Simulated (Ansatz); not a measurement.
How long does this Ansatz run take?

```yaml
crystal:
  lattice:
    - [2.8982, 0.0, 0.0]
    - [-1.4491, 2.5099148252, 0.0]
    - [0.0, 0.0, 2.774772]
  atoms:
    - { symbol: W, position: [0.0, 0.0, 0.0], spin: 2.0 }
    - { symbol: C, position: [0.6666666667, 0.3333333333, 0.5] }
magnetization:
  spin_polarized: true
kpoints:
  mp_grid: { grid: [18, 18, 16] }
scf:
  occupations: { method: fermi_dirac, width: 0.05 }
hamiltonian:
  xc: pbe
  pseudopotentials: { kind: paw }
output:
  forces: true
  stress: true
  populations: true
  efg: { contact_densities: true }
relax:
  f_tol: 0.02
  max_steps: 60
```

```sh
ansatz run input.yaml --threads 1 --pin off --max-ram 3072MiB --backend cpu --events-out ev --progress --plain --runs-dir out
```

It runs on 1 thread of Intel Xeon 6975P-C (Granite Rapids) (x86_64; 16 cores open to the job, memory cap 3.0 GiB, no GPU), a shared host with a load of 0.6 a core.

Q: How much time and memory should be set aside?

A: About 19 s of wall time (19 s of CPU time) and 0.64 GiB. The run holds 18 valence electrons in 14 bands, about 405 plane waves a k-point and 333 irreducible k-points, and took 11 SCF iterations, over 1 ionic steps. Times on a shared host vary by tens of per cent.
